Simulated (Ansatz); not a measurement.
YbPd2 in space group I4/mmm (No. 139; Yb on 2a, Pd on 4d) under volume change, plane-wave PAW PBE (Ansatz code), shape and atoms relaxed at each volume.

| V (Å³/atom) | E − E(relaxed) (meV/atom) | P (GPa) |
|---|---|---|
| 20.684 | 22.0 | 5.67 |
| 21.344 | 5.2 | 2.58 |
| 22.004 | 0.0 | 0.00 |
| 22.664 | 4.6 | -2.16 |
| 23.325 | 17.3 | -3.97 |

Question: What does a third-order Birch–Murnaghan fit give for V₀, B₀ and B′?

Answer: V₀ = 22.00 Å³/atom, B₀ = 78.6 GPa, B′ = 4.9.

The workflow started from an entry of the Crystallography Open Database (COD). Its standing as an ambient phase is unchecked. Symmetry was held in the PBE relaxation; its stability against distortions is not shown here. Spin order of the final state: ferromagnetic, the only order run, not a proven ground state. The volume moved by -19 % from the start of the relaxation. The volume fell by over 15 % from the filed cell, which may lack light atoms or belong to other conditions. Caveat: open 4f shells can settle in a state that is not the lowest. No Hubbard U is applied. Scalar-relativistic: spin–orbit coupling is off unless named, which matters more the heavier the elements.

Potentials: the later of the program's two PAW sets.
